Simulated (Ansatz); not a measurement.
**How the vibrations of TiHg change with volume**

Theory: Ansatz, DFT LDA, scalar-relativistic, plane waves, PAW. Cutoff 420 eV, 14×14×10 k-points (Γ-centred), Fermi-Dirac smearing of 0.15 eV. No spin polarisation. Phonons by linear response, acoustic sum rule imposed.

Relaxed structure:
```yaml
crystal:
  lattice:
    - [2.94242, 0.00000, 0.00000]
    - [0.00000, 2.94242, 0.00000]
    - [0.00000, 0.00000, 4.00340]
  atoms:
    - { symbol: Ti, position: [0.50000, 0.50000, 0.50000] }
    - { symbol: Hg, position: [0.00000, 0.00000, 0.00000] }
```

In a metal, frequencies depend on the k mesh and the smearing, soft modes most. Spin–orbit coupling is left out, which can shift energies with elements as heavy as these.

Cells at 0.98 and 1.02 times the equilibrium volume were relaxed in shape and atoms; γ = −d ln ν / d ln V, modes matched by rank.

**Question.** Give the optical frequencies at Γ (cm⁻¹) at the three volumes and the mode Grüneisen parameters.

**Answer.**
```
0.98 V    V  1.02 V     γ  degeneracy
   161  154     148  2.21           2
   217  207     197  2.33           1
```

**Question.** What pressures hold the two strained cells, and what bulk modulus follows?

**Answer.** 2.86 GPa at 0.98 V and -2.54 GPa at 1.02 V, so B = −dP/d ln V ≈ 135 GPa.